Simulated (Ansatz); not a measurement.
A geometry of BeAu away from equilibrium: the start of the relaxation of a relaxed BeAu cell shaken by Gaussian noise of σ = 0.08 Å a coordinate. Calculation: PBEsol (plane waves to 420 eV, PAW, scalar-relativistic; Ansatz, a first-principles code). Γ-centred k-mesh 9×9×4 on the run's cell (coarser than for final values), Fermi–Dirac smearing 0.05 eV.

```xyz
8
Lattice="3.4929 0.0000 0.0000 0.0000 3.4929 0.0000 0.0000 0.0000 8.4996" Properties=species:S:1:pos:R:3:forces:R:3 pbc="T T T" free_energy=-52389.990 pressure_GPa=2.4
Au    -0.0474     0.0796     3.6868   -0.5195   -1.3473    1.8224
Au    -0.0414    -0.0973     7.9828   -0.2485    0.1561    0.3831
Au     0.1007     1.5920     1.6958   -0.2956    2.0705   -2.2553
Au     1.6056    -0.0891     5.8361    0.9446   -0.1468   -0.1796
Be     1.7856     1.7661     3.8881   -0.2738   -0.0281    0.1542
Be     1.7474     1.7978     8.1791   -0.1571   -0.4491    0.1234
Be    -0.0342     1.6196     6.1008   -0.2266    0.1941    0.0898
Be     1.6345    -0.0150     1.9218    0.7765   -0.4494   -0.1381
```

Positions in Å, forces in eV/Å, free energy of the cell in eV (comparable only within this code, potentials and settings). Largest force: 3.08 eV/Å, on Au3 (atoms numbered as listed); the geometry lies 0.13 eV/atom above the end of its relaxation.

No spin polarisation in the result.

The end of the path is a generated cell of BeAu: the first start was made by a random draw of sites in a space group, and the end was not matched to a known phase here, so it may be hypothetical.
